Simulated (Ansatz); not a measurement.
Consider a crystal of Mo₂F₃ in space group P6/mmm (No. 191), with Mo on 2c; F on 1a and 2d.

Method: Ansatz, DFT PBE, scalar-relativistic, plane waves, PAW. Cutoff 420 eV, Γ-centred mesh, Gaussian smearing, no spin polarisation.

Energies over the elements count from the elements' standard structures at the same level (F₂ as a molecule), with no fitted energy shifts.

Problem. Give the relaxed lattice parameters and positions.

Solution.

Space group P6/mmm (No. 191). a = 4.447 Å, b = 4.447 Å, c = 4.072 Å, α = 90.00°, β = 90.00°, γ = 120.00°
| atom | site | symmetry | x | y | z |
| --- | --- | --- | --- | --- | --- |
| Mo | 2c | -6m2 | 0.3333 | 0.6667 | 0.0000 |
| F | 1a | 6/mmm | 0.0000 | 0.0000 | 0.0000 |
| F | 2d | -6m2 | 0.3333 | 0.6667 | 0.5000 |

Mo is surrounded by 2 F at 2.04 Å, 3 Mo at 2.57 Å and 3 F at 2.57 Å; F on a site of symmetry 6/mmm has 6 Mo at 2.57 Å; around F on a site of symmetry -6m2 lie 2 Mo at 2.04 Å and 3 F at 2.57 Å. Another local minimum with the same sites may exist.

Problem. Where does its energy lie, and is it a metal?

Solution. The formation energy is −1.16 eV/atom. The gap on the 12×12×10 mesh of the 5-atom cell is 0 eV (a metal). It lies below the elements, which doesn't yet make it stable against other compounds or structures.

The last run used Gaussian smearing of 0.10 eV. An odd number of electrons in the primitive cell allows no gap without spin; a larger cell or a magnetic state could open one. A structure relaxed within its symmetry needn't be a true minimum.
